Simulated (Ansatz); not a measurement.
**Property card for GaS₂**

All numbers below come from DFT PBE, scalar-relativistic, plane waves, PAW (Ansatz 0.2.0).

Cutoff 420 eV; k points 18×18×8 on the computed 3-atom cell (Γ-centred); Gaussian smearing, width 0.10 eV; no spin polarisation.

The structure is relaxed at this level of theory with its symmetry kept, and needn't be the ground state of this composition.

```cif
data_structure
_symmetry_space_group_name_H-M 'P-3m1'
_symmetry_Int_Tables_number 164
_cell_length_a 3.3509
_cell_length_b 3.3509
_cell_length_c 7.2089
_cell_angle_alpha 90.000
_cell_angle_beta 90.000
_cell_angle_gamma 120.000
_cell_volume 70.10
loop_
_atom_site_label
_atom_site_type_symbol
_atom_site_symmetry_multiplicity
_atom_site_Wyckoff_symbol
_atom_site_fract_x
_atom_site_fract_y
_atom_site_fract_z
_atom_site_occupancy
Ga1 Ga 1 a 0.00000 0.00000 0.00000 1
S1 S 2 d 0.33333 0.66667 0.20832 1
```

(1) Formation energy from the elements' standard states (uncorrected)?

(2) Kohn–Sham band gap?

(3) Density of states at the Fermi level?

(4) Orbital (Löwdin) character within 0.5 eV of the Fermi level?

(5) Bader charge by site (e)?

The cell holds layers, chains or molecules and no dispersion correction was added, so their binding is poorly described. Spin polarisation was left out, and a magnetic state may lie lower.

## Answers

(1) -0.153 eV/atom.

(2) none (metal).

(3) 2.7 states/eV per cell.

(4) S 3p 95 %.

(5) Ga (1 in the cell) 1.21, S (2 in the cell) -0.60.

The cell was found from a structure generator's guess, not taken from experiment. Löwdin shares on free-atom orbitals overweight diffuse shells.
